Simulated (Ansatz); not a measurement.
KC3O3 — 41K NMR of the central transition

Cell: a refined structure from the COD, ions relaxed with PBE at fixed cell.

```cif
data_KC3O3
_symmetry_space_group_name_H-M 'Fddd:1'
_symmetry_Int_Tables_number 70
_cell_length_a 8.4260
_cell_length_b 12.0110
_cell_length_c 15.6710
_cell_angle_alpha 90.000
_cell_angle_beta 90.000
_cell_angle_gamma 90.000
loop_
_atom_site_label
_atom_site_type_symbol
_atom_site_symmetry_multiplicity
_atom_site_Wyckoff_symbol
_atom_site_fract_x
_atom_site_fract_y
_atom_site_fract_z
K K 16 f 0.5000 0.1491 0.5000
C5 C 16 g 0.7500 0.7500 0.8446
C9 C 32 h 0.5982 0.7445 0.7971
O17 O 16 g 0.7500 0.7500 0.9242
O21 O 32 h 0.4697 0.2350 0.3362
```

One atom of each set is listed; the run and its k-mesh use a cell of 28 atoms with edges of 9.87, 8.90, 7.34 Å.

Method: Kohn–Sham DFT in Ansatz, r2SCAN, plane waves and PAW, scalar-relativistic, 500 eV cutoff, Γ-centred 5×5×5 k-points, Fermi–Dirac smearing 0.05 eV.

41K has I = 3/2 and Q = 73.40 mb (Pyykkö 2018); at 28.2 T its Larmor frequency is ν₀ = 30.8 MHz. Only the quadrupole interaction is simulated: positions count from each site's isotropic chemical shift, and J coupling is left out, as are shift anisotropy and dipolar coupling, which fast spinning averages.

Simulated pattern of one K site (fast magic-angle spinning, Gaussian broadening 0.4 kHz):

(offset (kHz), height): (-13.45, 0), (-13.08, 0), (-12.72, 4), (-12.35, 8), (-11.99, 12), (-11.62, 17), (-11.26, 19), (-10.89, 19), (-10.53, 20), (-10.16, 21), (-9.80, 22), (-9.43, 23), (-9.06, 24), (-8.70, 25), (-8.33, 27), (-7.97, 29), (-7.60, 31), (-7.24, 43), (-6.87, 76), (-6.51, 100), (-6.14, 92), (-5.78, 92), (-5.41, 86), (-5.05, 67), (-4.68, 57), (-4.32, 51), (-3.95, 46), (-3.59, 43), (-3.22, 40), (-2.86, 38), (-2.49, 36), (-2.13, 34), (-1.76, 32), (-1.40, 31), (-1.03, 30), (-0.67, 28), (-0.30, 25), (0.06, 9), (0.43, 0), (0.79, 0)

**Question.** Which |C_Q| and η does the pattern imply?

**Answer.** The pattern spans 12.7 kHz before broadening and its centre of gravity is at -5.64 kHz, which fixes P_Q; the places of the horns and steps fix η. That gives P_Q = 2.64 MHz, |C_Q| = 2.36 MHz and η = 0.86. The sign of C_Q can't be read from the pattern.

The largest force is 0.6 eV/Å, so the atoms aren't at the calculated equilibrium and relaxing them would move these values.

The run took 2.6 min of wall time (5.2 min of CPU time) and 2.5 GiB at its peak, on 2 threads of Arm Neoverse V1 (aarch64; 28 cores open to the job, memory cap 5.0 GiB, no GPU), a shared host with a load of 0.9 a core.
